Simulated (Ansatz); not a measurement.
Ga2S3 (space group Cc)

```
Ga2S3
1.0
    5.56123    -3.19646     0.00000
    5.56123     3.19646     0.00000
   -3.60990     0.00000     6.00209
Ga S
4 6
Direct
  0.73045   0.86409   0.38063
  0.86409   0.73045   0.88063
  0.35969   0.55317   0.37164
  0.55317   0.35969   0.87164
  0.75564   0.56305   0.49492
  0.56305   0.75564   0.99492
  0.40616   0.23895   0.48686
  0.23895   0.40616   0.98686
  0.91690   0.08989   0.01695
  0.08989   0.91690   0.51695
```

The slice is a (001) plane (indices of the conventional cell) through the point (0.239, 0.406, 0.987) (fractional), spanned by u = [1 -1 0] and v = [110] in vectors of this cell: u (6.39 Å) and v (11.12 Å, at 90° to u). It covers one period; positions are fractions (u, v).

The numbers are results of PBEsol (plane waves to 420 eV, PAW, scalar-relativistic; Ansatz, a quantum-chemistry and plane-wave program), not measurements. k mesh 6×6×6. Near the nuclei the fields are pseudised (PAW); where an atom keeps semicore shells as valence, they peak there. Ga2S3 was relaxed with its symmetry unable to fall.

Problem. Predict the map of the electron localisation function (ELF) on the slice.

Solution. 
```
|8899770022554422226688|
|9988111188889977221177|
|0000006699xx4488330000|
|4422005599557788220022|
|9999330077888855223377|
|xx99770000222222226688|
|xx88660000112222226677|
|8888331155778833225577|
|5533222288778888221144|
|2222113399xxxx88330000|
|5533222288889999110044|
|8899551144889966007799|
|xx88660000000000009988|
|xx99660000334400009999|
|8877222266999988004488|
|3322223388558899220011|
|2222223388224488220000|
|8866222277889966222266|
|7799550022554422226688|
|xx88770000112211227788|
```
Scale: ten equal steps from 0.02 (start of '0') to 0.93 (end of '9'), in the order '0123456789'. Values: electron localisation function (ELF). The map has 11 points along u (two characters each, u = 0 at the left) and 20 along v (v = 0 in the bottom row). Points within 0.4 Å of a nucleus are blanked (x), as the pseudised field means little there.
